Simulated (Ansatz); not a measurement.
SiC:
```cif
data_C4Si4
_chemical_formula_sum 'Si4 C4'
_space_group_name_H-M_alt 'P 1'
_space_group_IT_number 1
_cell_length_a 3.09412
_cell_length_b 3.09412
_cell_length_c 10.12915
_cell_angle_alpha 90.000
_cell_angle_beta 90.000
_cell_angle_gamma 120.000
loop_
_space_group_symop_operation_xyz
  'x, y, z'
loop_
_atom_site_label
_atom_site_type_symbol
_atom_site_fract_x
_atom_site_fract_y
_atom_site_fract_z
_atom_site_occupancy
Si1 Si 0.66667 0.33333 0.93784 1
Si2 Si 0.33333 0.66667 0.43784 1
Si3 Si 0.00000 0.00000 0.68790 1
Si4 Si 0.00000 0.00000 0.18790 1
C1 C 0.66667 0.33333 0.74980 1
C2 C 0.33333 0.66667 0.24980 1
C3 C 0.00000 0.00000 0.50044 1
C4 C 0.00000 0.00000 0.00044 1
```

Relaxed with PBE.

Task: Which orbitals make up the states near the band edges in PBE in the plane-wave PAW code Ansatz?

Result: Top 1 eV of the valence band: C 2p 83 %, Si 3p 13 %. Bottom 1 eV of the conduction band: Si 3p 45 %, C 2s 22 %, C 2p 10 %, Si 3s 5 %, outside the projected shells 17 %. Projections are on Löwdin-orthogonalised atomic valence shells; empty p or d shells of many metals are not among them.

Task: Tabulate the density of states.

Result: States/eV per cell of 8 atoms, in 0.25 eV bins, energy from the valence-band maximum.

| E (eV) | total | C 2p | Si 3p | Si 3s |
|---|---|---|---|---|
| -7.85 | 2.09 | 1.01 | 0.40 | 0.59 |
| -7.60 | 2.69 | 1.29 | 0.47 | 0.80 |
| -7.35 | 3.17 | 1.51 | 0.51 | 0.98 |
| -7.10 | 3.49 | 1.66 | 0.55 | 1.01 |
| -6.85 | 2.94 | 1.39 | 0.50 | 0.76 |
| -6.60 | 2.26 | 1.06 | 0.41 | 0.49 |
| -6.35 | 2.01 | 0.95 | 0.39 | 0.39 |
| -6.10 | 1.56 | 0.74 | 0.32 | 0.25 |
| -5.85 | 1.61 | 0.79 | 0.39 | 0.21 |
| -5.60 | 1.91 | 0.97 | 0.53 | 0.20 |
| -5.35 | 2.05 | 1.07 | 0.61 | 0.19 |
| -5.10 | 2.63 | 1.40 | 0.80 | 0.21 |
| -4.85 | 2.50 | 1.36 | 0.75 | 0.20 |
| -4.60 | 2.61 | 1.45 | 0.78 | 0.19 |
| -4.35 | 3.04 | 1.72 | 0.93 | 0.21 |
| -4.10 | 3.25 | 1.86 | 0.98 | 0.21 |
| -3.85 | 3.44 | 2.01 | 1.03 | 0.21 |
| -3.60 | 3.33 | 1.98 | 0.98 | 0.19 |
| -3.35 | 3.43 | 2.08 | 1.03 | 0.16 |
| -3.10 | 3.91 | 2.43 | 1.17 | 0.15 |
| -2.85 | 4.28 | 2.74 | 1.28 | 0.12 |
| -2.60 | 4.17 | 2.74 | 1.17 | 0.12 |
| -2.35 | 3.70 | 2.48 | 0.98 | 0.10 |
| -2.10 | 5.00 | 3.44 | 1.31 | 0.10 |
| -1.85 | 5.62 | 3.98 | 1.41 | 0.09 |
| -1.60 | 4.78 | 3.49 | 1.10 | 0.06 |
| -1.35 | 4.03 | 3.04 | 0.84 | 0.04 |
| -1.10 | 3.16 | 2.46 | 0.59 | 0.03 |
| -0.85 | 2.34 | 1.88 | 0.37 | 0.02 |
| -0.60 | 1.78 | 1.48 | 0.23 | 0.01 |
| -0.35 | 1.30 | 1.12 | 0.13 | 0.00 |
| -0.10 | 0.48 | 0.43 | 0.03 | 0.00 |
| 0.15 | 0.00 | 0.00 | 0.00 | 0.00 |
| 0.40 | 0.00 | 0.00 | 0.00 | 0.00 |
| 0.65 | 0.00 | 0.00 | 0.00 | 0.00 |
| 0.90 | 0.00 | 0.00 | 0.00 | 0.00 |
| 1.15 | 0.00 | 0.00 | 0.00 | 0.00 |
| 1.40 | 0.00 | 0.00 | 0.00 | 0.00 |
| 1.65 | 0.00 | 0.00 | 0.00 | 0.00 |
| 1.90 | 0.00 | 0.00 | 0.00 | 0.00 |
| 2.15 | 0.00 | 0.00 | 0.00 | 0.00 |
| 2.40 | 0.18 | 0.01 | 0.08 | 0.01 |
| 2.65 | 0.80 | 0.07 | 0.36 | 0.04 |
| 2.90 | 1.09 | 0.11 | 0.49 | 0.06 |
| 3.15 | 1.21 | 0.15 | 0.54 | 0.06 |
| 3.40 | 1.94 | 0.33 | 0.86 | 0.09 |
| 3.65 | 2.52 | 0.46 | 1.11 | 0.12 |
| 3.90 | 1.75 | 0.31 | 0.78 | 0.09 |
| 4.15 | 1.72 | 0.30 | 0.75 | 0.13 |
| 4.40 | 1.88 | 0.31 | 0.79 | 0.19 |
| 4.65 | 2.13 | 0.36 | 0.87 | 0.24 |
| 4.90 | 2.95 | 0.54 | 1.17 | 0.32 |
| 5.15 | 2.90 | 0.50 | 1.16 | 0.34 |
| 5.40 | 3.33 | 0.55 | 1.24 | 0.47 |
| 5.65 | 3.10 | 0.52 | 1.14 | 0.45 |
| 5.90 | 3.43 | 0.61 | 1.18 | 0.51 |
| 6.15 | 4.03 | 0.69 | 1.41 | 0.61 |
| 6.40 | 3.77 | 0.63 | 1.32 | 0.54 |
| 6.65 | 3.11 | 0.57 | 0.96 | 0.51 |
| 6.90 | 3.85 | 0.51 | 1.45 | 0.60 |

Space group P6_3mc (4H polytype). Symmetry was held in the PBE relaxation.

Potentials: the earlier of the program's two PAW sets.
